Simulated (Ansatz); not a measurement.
**Mn₃Sb: a fit and a missing row**

Mn₃Sb, Pm-3m, a = 3.757 Å. The structure is a COD entry; whether it is the stable form wasn't checked. Ansatz: PBEsol, PAW, 420 eV, Γ-centred 12×12×12 mesh on 4 atoms, Gaussian smearing 0.10 eV; collinear spin, largest moment 2.0 μB. Symmetry fixes shape and atoms, so the cell is only scaled; pressure is positive in compression.

```
V (Å³/atom) P (GPa)
     12.457    14.16
     12.855     6.49
     13.252     0.03
     13.650        ?
     14.047    -9.93
```

**Question.** Take V0 = 13.252 Å³/atom, count pressures from its P0 = 0.03 GPa, fit the third-order Birch–Murnaghan form to the other rows, and predict the missing pressure.

**Answer.** With the Eulerian strain f = ½[(V0/V)^(2/3) − 1] and y = (P − P0)/[3f(1 + 2f)^(5/2)], the form is the line y = B0 + 1.5 B0 (B0′ − 4) f. Rows (f, y): 0.02105, 201.8; 0.01024, 199.9; -0.01905, 192.1. Means f = 0.004080, y = 197.93; Σ(Δf)² = 0.0008609, ΣΔfΔy = 0.2127; the slope is their ratio. y = 196.9 + 247.0 f GPa, so B0 = 196.9 GPa and B0′ = 4 + 2 × (247.0)/(3 × 196.9) = 4.84. At V = 13.650, f = -0.00977, y = 194.49 and P = -5.40 GPa. The run gave -5.40 GPa, the same to the digits shown.

Only parallel moments were tried here.